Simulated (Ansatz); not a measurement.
A geometry of Sn away from equilibrium: step 2 of the relaxation of a relaxed Sn cell, doubled along one cell vector, shaken by Gaussian noise of σ = 0.08 Å a coordinate. Level of theory: PBEsol (plane waves to 420 eV, PAW, scalar-relativistic; Ansatz, a first-principles code). Γ-centred k-mesh 8×8×4 on the run's cell (coarser than for final values), Fermi–Dirac smearing 0.05 eV.

```xyz
6
Lattice="-2.9357 2.9353 2.9296 2.9335 -2.9414 2.9335 5.8756 5.8869 -5.8714" Properties=species:S:1:pos:R:3:forces:R:3 pbc="T T T" free_energy=-35696.675 pressure_GPa=0.0
Sn     2.8553     0.0575    -0.0233   -0.0911   -0.0396    0.2975
Sn     5.8296     2.9603    -2.9802   -0.0605    0.1477    0.1280
Sn    -0.0059     2.8831     0.0140    0.0664   -0.0963   -0.1293
Sn     2.9411     5.9146    -2.9712   -0.0148   -0.0338    0.0065
Sn    -0.0036     0.0380     2.8040    0.0452    0.0085   -0.1413
Sn     2.9297     2.9794    -0.1513    0.0548    0.0133   -0.1616
```

Positions in Å, forces in eV/Å, free energy of the cell in eV (comparable only within this code, potentials and settings). Largest force: 0.31 eV/Å, on Sn1 (atoms numbered as listed); the geometry lies 0.39 to 0.40 eV/atom (the two k-meshes of the run give this range) above the end of its relaxation.

No spin polarisation in the result.

The end of the path is a generated cell of Sn: the first start was made by a random draw of sites in a space group, and the end was not matched to a known phase here, so it may be hypothetical. Known forms of Sn include space group No. 141, 227.
